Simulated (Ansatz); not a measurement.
According to plane-wave PAW LDA (Ansatz code), La in the dhcp (α-La type) structure (P6_3/mmc) relaxes to a = 3.584 Å, c = 11.560 Å.

Electronic character: metallic (no gap).

The LDA relaxation kept the symmetry of its start. Axis ratios of metals converge slowly with the k-mesh, so a and c are less sure than the volume. Spin–orbit coupling is left out wherever it is not named.

Potentials: the later of the program's two PAW sets.
